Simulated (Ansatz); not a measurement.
AgI:
```xyz
2
Lattice="-2.1327 2.1327 3.0150 2.1327 -2.1327 3.0150 2.1327 2.1327 -3.0150" Properties=species:S:1:pos:R:3 pbc="T T T"
Ag     0.0000     0.0000     0.0000
I      0.0000     0.0000     3.0150
```

Relaxed with PBE+D3(BJ). Special points in fractions of this cell's reciprocal vectors: Γ (0.000, 0.000, 0.000); X (0.000, 0.000, 0.500); P (0.250, 0.250, 0.250); N (0.000, 0.500, 0.000); M (0.500, 0.500, -0.500); S (0.375, 0.625, -0.375); S0 (-0.375, 0.375, 0.375); R (-0.250, 0.250, 0.500); G (0.500, 0.500, -0.250).

List the band energies nearest the valence-band maximum at these points for plane-wave PAW PBE+D3(BJ) (Ansatz code).

In eV from the valence-band maximum; about four levels below and three above (degenerate sets whole), none deeper than 8.9 eV; points with the same levels are listed once.

```
k                                below                above
-  -----------------------------------  -------------------
Γ  -3.36 -3.36 -3.36 -1.46 -1.46 -1.46  1.06 8.17 8.17 8.17
X        -3.04 -3.04 -2.82 -2.64 -2.63       0.55 5.49 9.53
P              -2.93 -2.73 -2.73 -2.10  3.16 5.95 6.99 6.99
N          -3.13 -3.13 -2.77 0.00 0.00       3.25 5.25 5.26
M        -3.04 -3.04 -2.82 -2.64 -2.64       0.55 5.49 9.53
S              -3.08 -2.78 -2.54 -1.41       2.03 6.03 7.99
R              -2.93 -2.73 -2.73 -2.10       3.16 5.95 6.99
```

Space group Fm-3m (rock salt). This is a known high-pressure phase of the composition, computed here at zero pressure and temperature. The cell was relaxed with PBE+D3(BJ) under the symmetry of its start; whether a distortion lowers the energy is not shown. No spin polarisation was allowed. Point labels and valley counts follow the cell and symmetry of the run, lower than the named group. Spin–orbit coupling is left out wherever it is not named.

Potentials: the later of the program's two PAW sets.
